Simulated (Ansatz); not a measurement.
Data:

Ga₃Pt₂:
```cif
data_Ga3Pt2
_chemical_formula_sum 'Pt2 Ga3'
_space_group_name_H-M_alt 'P 1'
_space_group_IT_number 1
_cell_length_a 4.24546
_cell_length_b 4.24546
_cell_length_c 5.21386
_cell_angle_alpha 90.000
_cell_angle_beta 90.000
_cell_angle_gamma 120.000
loop_
_space_group_symop_operation_xyz
  'x, y, z'
loop_
_atom_site_label
_atom_site_type_symbol
_atom_site_fract_x
_atom_site_fract_y
_atom_site_fract_z
_atom_site_occupancy
Pt1 Pt 0.33333 0.66667 0.16255 1
Pt2 Pt 0.66667 0.33333 0.83745 1
Ga1 Ga 0.00000 0.00000 0.00000 1
Ga2 Ga 0.33333 0.66667 0.64305 1
Ga3 Ga 0.66667 0.33333 0.35695 1
```

This is the PBEsol-relaxed structure.

### Question
All from PBEsol (plane waves, PAW; program Ansatz), unless another level is named. Estimate the bulk modulus (Birch–Murnaghan fit).

### Answer
150 GPa.

### Question
Predict the highest zone-centre frequency.

### Answer
222 cm^-1.

Space group P-3m1 (La2O3 or Ni2Al3 type). The workflow started from an entry of the Crystallography Open Database (COD). Whether it is the stable phase at ambient conditions was not checked. The cell was relaxed with PBEsol under the symmetry of its start; of distortions, only those at the zone centre were tested. The run is not spin-polarised. As this level gives no gap, phonon frequencies hold no LO–TO term and depend on the k-mesh and smearing (Fermi–Dirac, 0.1 eV here). Spin–orbit coupling is left out wherever it is not named.

Potentials: the later of the program's two PAW sets.
